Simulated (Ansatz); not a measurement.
TiO:
```yaml
crystal:
  lattice:
    - [4.03350, 0.00000, 0.00000]
    - [0.00000, 4.03350, 0.00000]
    - [0.00000, 0.00000, 4.03350]
  atoms:
    - { symbol: Ti, position: [0.50000, 0.50000, 0.00000] }
    - { symbol: Ti, position: [0.00000, 0.50000, 0.50000] }
    - { symbol: Ti, position: [0.50000, 0.00000, 0.50000] }
    - { symbol: O, position: [0.00000, 0.50000, 0.00000] }
    - { symbol: O, position: [0.50000, 0.00000, 0.00000] }
    - { symbol: O, position: [0.00000, 0.00000, 0.50000] }
```

Relaxed with PBEsol. Special points in fractions of this cell's reciprocal vectors: Γ (0.000, 0.000, 0.000); X (0.000, 0.500, 0.000); M (0.500, 0.500, 0.000); R (0.500, 0.500, 0.500).

Task: List the band energies nearest the Fermi level at these points for the program Ansatz at the PBEsol level (PAW).

Result: In eV from the Fermi level; about four levels below and three above (degenerate sets whole), none deeper than 8.9 eV; points with the same levels are listed once.

| k | below | above |
|---|---|---|
| Γ | -3.05 -3.05 -3.05 -1.60 -1.60 -1.60 | 1.37 1.37 1.37 |
| X | -3.73 -3.73 -2.69 -1.18 | 0.41 0.41 0.75 |
| M | -1.35 -0.80 -0.01 -0.01 | 1.96 2.01 2.06 2.06 |
| R | -3.02 -3.02 -0.68 -0.68 -0.68 | 0.59 2.76 2.76 2.76 |

Space group Pm-3m. The workflow started from a Materials Project entry (that database holds measured and hypothetical structures alike); the Crystallography Open Database copy checked does not list it. COD files the formula under space group No. 12, 225. Whether it is the stable phase at ambient conditions was not checked. The cell was relaxed with PBEsol under the symmetry of its start; its stability against distortions is not shown here. The workflow began spin-polarised and lost its moments. The compound may be a true metal, but semilocal functionals without U, or a wrong spin order, can also close a gap.

Potentials: the later of the program's two PAW sets.
